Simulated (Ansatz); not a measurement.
K$_{2}$NaCuF$_{6}$:
```yaml
crystal:
  lattice:
    - [0.00000, 4.09344, 4.09344]
    - [4.09344, 0.00000, 4.09344]
    - [4.09344, 4.09344, 0.00000]
  atoms:
    - { symbol: K, position: [0.25000, 0.25000, 0.25000] }
    - { symbol: K, position: [0.75000, 0.75000, 0.75000] }
    - { symbol: Na, position: [0.50000, 0.50000, 0.50000] }
    - { symbol: Cu, position: [0.00000, 0.00000, 0.00000] }
    - { symbol: F, position: [0.76948, 0.23052, 0.76948] }
    - { symbol: F, position: [0.23052, 0.76948, 0.23052] }
    - { symbol: F, position: [0.76948, 0.23052, 0.23052] }
    - { symbol: F, position: [0.23052, 0.76948, 0.76948] }
    - { symbol: F, position: [0.76948, 0.76948, 0.23052] }
    - { symbol: F, position: [0.23052, 0.23052, 0.76948] }
```
The run is spin-polarised; directions of the spins, atom by atom: 0 0 0 ↑ 0 0 0 0 0 0.

Relaxed with r²SCAN.

Question: Give the Bader charges and basin volumes of the independent atoms, r²SCAN (plane waves, PAW; program Ansatz).

Answer: 

```csv
atom,Bader charge (e),Bader volume (Å³)
K1,+0.90,18.5
Na3,+0.90,7.3
Cu4,+1.75,6.9
F5,-0.74,14.3
```

Space group Fm-3m. The first step of the workflow began from a Materials Project structure, measured or hypothetical; the Crystallography Open Database copy checked does not list it. Whether it is the stable phase at ambient conditions was not checked. The cell was relaxed with r²SCAN under the symmetry of its start; whether a distortion lowers the energy is not shown. Spin order of the final state: ferromagnetic, chosen from 3 collinear starts compared on coarse meshes (ties went to the first, and starts can fall back to one state), not a proven ground state. Other orbital occupations within this spin state were not tried. No Hubbard U is applied.

Potentials: the later of the program's two PAW sets.
